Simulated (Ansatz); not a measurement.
Co:
```yaml
crystal:
  lattice:
    - [0.00000, 2.51762, 2.51762]
    - [2.51762, 0.00000, 2.51762]
    - [2.51762, 2.51762, 0.00000]
  atoms:
    - { symbol: Co, position: [0.00000, 0.00000, 0.00000], spin: 1.9 }
    - { symbol: Co, position: [0.25000, 0.25000, 0.25000], spin: 1.9 }
```

Relaxed with r²SCAN. Special points in fractions of this cell's reciprocal vectors: Γ (0.000, 0.000, 0.000); X (0.500, 0.000, 0.500); U (0.625, 0.250, 0.625); K (0.375, 0.375, 0.750); L (0.500, 0.500, 0.500); W (0.500, 0.250, 0.750).

Q: List the band energies nearest the Fermi level at these points for plane-wave PAW r²SCAN (Ansatz code).

A: In eV from the Fermi level; about four levels below and three above (degenerate sets whole), none deeper than 8.9 eV; … stands for higher levels left out; points with the same levels are listed once.

| k | below | above |
|---|---|---|
| Γ ↑ | -2.34 -2.34 -2.34 -1.48 -1.48 | … |
| X ↑ | -2.84 -2.84 -1.27 -1.27 | 0.85 0.85 … |
| U ↑ | -2.84 -2.84 -1.23 -1.12 | 0.96 1.36 … |
| L ↑ | -2.18 -2.18 -1.70 -1.45 -1.45 | 0.22 … |
| W ↑ | -2.90 -2.90 -1.12 -1.12 | 1.59 1.59 … |
| Γ ↓ | -2.06 -2.06 -2.06 -1.73 -1.73 | 0.05 0.05 0.05 |
| X ↓ | -1.87 -1.87 -1.86 -1.86 | 0.09 0.09 1.46 1.46 |
| U ↓ | -1.79 -0.97 -0.41 -0.02 | 1.60 1.74 1.87 |
| L ↓ | -1.96 -1.96 -1.68 -1.68 -1.61 | 0.76 0.76 1.33 1.33 |
| W ↓ | -1.14 -1.14 -0.46 -0.46 | 1.72 1.72 2.82 2.82 |

Space group Fd-3m (diamond). The start of the workflow was typed in or built on a structure type; the Crystallography Open Database copy checked does not list it. It is not the phase usual at ambient conditions (space group No. 194). The r²SCAN relaxation kept the symmetry of its start; whether a distortion lowers the energy is not shown. Spin order of the final state: ferromagnetic, chosen from 4 collinear starts compared on coarse meshes (ties went to the first, and starts can fall back to one state), not a proven ground state. Other orbital occupations within this spin state were not tried.

Potentials: the later of the program's two PAW sets.
